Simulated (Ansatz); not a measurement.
Ansatz (a quantum-chemistry and plane-wave program) input:

Ansatz 0.2 input:
```yaml
crystal:
  lattice:
    - [3.2825623032, 0.0, 0.0]
    - [-1.6412811516, 2.8427823441, 0.0]
    - [0.0, 0.0, 3.3169992815]
  atoms:
    - { symbol: Ta, position: [0.6666666667, 0.3333333333, 0.0] }
    - { symbol: P, position: [0.0, 0.0, 0.5] }
kpoints:
  mp_grid: { grid: [14, 14, 12] }
hamiltonian:
  xc: pbesol
  pseudopotentials: { azcp: { folder: ./paw }, kind: paw }
scf:
  occupations: { method: fermi_dirac, width: 0.1 }
phonons:
  method: dfpt
  response_accuracy: low
  eigenvectors: true
  rigid_motions: translations
```

Output (shortened):

```
Pseudopotential: Ta, paw, valence charge 13
Pseudopotential: P, paw, valence charge 5
Functional definition: PBEsol
Crystal: 2 atoms, lattice volume = 30.953 Å³
Basis set: ecut = 420 eV, 623 PW (Γ), exchange–correlation on 48×48×48 points (8 copies of the dense FFT grid, shifted against one another)
Bands: 13, of which v1, the nominal top of the filled ones, is band 9 counted from 1 (8 counted from 0)
Symmetry: 12 space group operations
k-points: 399 of 2352 (irreducible under 4 space group operations, time reversal used)
SCF iter   1: F=—  HF=-10549.588978 eV  |F-HF|=—  |Δ(HF+E_count)|=         —  Δρ=3.35e-2  dr2=2.58e-1  ethr=3.10e-3  ⟨swp⟩=5.3  Hψ=30691  notcnv=0
preconditioner: auto → none
SCF iter   2: F=—  HF=-10549.539403 eV  |F-HF|=—  |Δ(HF+E_count)|=   4.96e-2  Δρ=2.14e-2  dr2=1.10e-1  ethr=1.43e-3  ⟨swp⟩=1.0  Hψ=8379  notcnv=0
SCF iter   3: F=—  HF=-10549.506675 eV  |F-HF|=—  |Δ(HF+E_count)|=   3.27e-2  Δρ=1.06e-3  dr2=1.75e-4  ethr=6.09e-4  ⟨swp⟩=2.3  Hψ=8848  notcnv=0
SCF iter   4: F=—  HF=-10549.506623 eV  |F-HF|=—  |Δ(HF+E_count)|=   5.21e-5  Δρ=1.35e-4  dr2=5.98e-6  ethr=9.72e-7  ⟨swp⟩=2.2  Hψ=7879  notcnv=0
SCF iter   5: F=—  HF=-10549.506621 eV  |F-HF|=—  |Δ(HF+E_count)|=   2.34e-6  Δρ=2.48e-5  dr2=1.17e-7  ethr=3.32e-8  ⟨swp⟩=2.0  Hψ=7278  notcnv=0
SCF iter   6: F=—  HF=-10549.506622 eV  |F-HF|=—  |Δ(HF+E_count)|=   8.75e-7  Δρ=2.96e-6  dr2=2.16e-9  ethr=6.48e-10  ⟨swp⟩=2.2  Hψ=7550  notcnv=0
SCF iter   7: F=—  HF=-10549.506622 eV  |F-HF|=—  |Δ(HF+E_count)|=  3.93e-10  Δρ=6.82e-7  dr2=1.83e-10  ethr=1.20e-11  ⟨swp⟩=2.4  Hψ=8444  notcnv=0
SCF iter   8: F=-10549.506622 eV  HF=-10549.506622 eV  |F-HF|=7.28e-12  |Δ(HF+E_count)|=  8.00e-11  Δρ=9.74e-8  dr2=9.03e-13  ethr=1.00e-12  ⟨swp⟩=4.3  Hψ=24756  notcnv=0
the search or the solves at the SCF's close seem to have found levels that the self-consistency loop had missed (the run counts 4) …
SCF 1 converged in 8 iterations: F = -10549.506622 eV  dr2 = 9.03e-13
DFPT response loops at Γ: preconditioner auto → Kerker (q_TF=auto, 2.493 Å⁻¹) (partly filled bands, converged f_vac=0.000) …
SCF converged after 8 iterations
Free energy (F): -10549.506622 eV
Harris-Foulkes:  -10549.506622 eV  (|F-HF|=7.28e-12)
Internal energy: -10549.496441 eV  (E = F + TS)
E sigma→0 (E₀):  -10549.501531 eV
Entropy (-TS):   -0.010181 eV (-5.090 meV/atom)
Fermi energy:    15.902175 eV
--- Per-component energies (eV) ---
  E_band       = -102.779896
  E_kinetic    = 466.158858
  E_local      = -691.278919  (includes V_loc(G=0)·N_el)
  E_nonlocal   = 23.592646
  E_hartree    = 254.733371
  E_xc         = -393.494067
  E_vxc        = -297.854519  (∫ρ·V_xc dr)
  E_paw        = -8724.720945  (= ΣΔE_a)
  E_vpaw       = -112.864808  (= ΣTr[D̂ρ^β])
  E_aug_tail   = 0.000099  (compensation charges beyond the density's cutoff)
  E_ewald      = -1484.747292
  E_core_change = 0.259809  (= ΣΔE_core)
  E_smearing   = -0.010181  (= −TS)
  E_closure    = 0.000000  (closes the sum)
  Σ components = -10549.506622   (vs F -10549.506622, Δ=0.00e0)
  [band-id]    e_kinetic+e_local+e_nonlocal+2·e_hartree+e_vxc+e_vpaw+e_augmentation_tail = -102.779901   (vs E_band -102.779896, Δ=-4.89e-6)
--- Band table (eV; the first three rows and the last of 399) ---
  k-point 0: bands = ["-51.8001", "-18.3276", "-18.1636", "-18.1636", "2.3601", "12.7248", "13.7039", "13.7039", "15.2533", "18.1833", "18.1833", "20.8122", "20.8122"]
  k-point 1: bands = ["-51.7995", "-18.3451", "-18.1621", "-18.1621", "2.4758", "12.4244", "13.7593", "13.7593", "15.3798", "17.7573", "17.7573", "21.2055", "21.2055"]
  k-point 2: bands = ["-51.7981", "-18.3924", "-18.1582", "-18.1582", "2.8131", "11.6193", "13.9162", "13.9162", "15.8022", "16.9842", "16.9842", "21.5686", "21.5686"]
  k-point 398: bands = ["-51.7752", "-18.5046", "-18.4211", "-18.2823", "5.5282", "10.5770", "10.6041", "13.0753", "14.8582", "19.7106", "19.9794", "20.6005", "20.8331"]
--- Phonons (Γ-DFPT): 4 representative perturbations + reference, on 399 of 2352 k-points (Σ response iterations 9) ---
  ASR residual: 3.613e-4 → 0.000e0 eV/Å²; symmetrization residual: 1.647e-5 eV/Å²
  ASR residual per site (eV/Å²): 3.61e-4 8.78e-5
  Γ frequencies (cm⁻¹): 0.00 0.00 0.00 346.84 367.73 367.73
  non-analytic LO–TO correction: not included (Born effective charges unavailable; polar crystals: no LO–TO splitting at Γ)
```

Cost: very roughly 60 core-seconds on shared cores.

Space group P-6m2. The workflow started from a Materials Project entry (that database holds measured and hypothetical structures alike); the Crystallography Open Database copy checked does not list it. COD files the formula under space group No. 141, so this cell is another polymorph or a model. Its standing as an ambient phase is unchecked. Symmetry was held in the PBEsol relaxation; of distortions, only those at the zone centre were tested. No spin polarisation was allowed. As this level gives no gap, phonon frequencies hold no LO–TO term and depend on the k-mesh and smearing (Fermi–Dirac, 0.1 eV here). Scalar-relativistic: spin–orbit coupling is off unless named, which matters more the heavier the elements.

Potentials: the earlier of the program's two PAW sets.

Ansatz is a plane-wave DFT program.
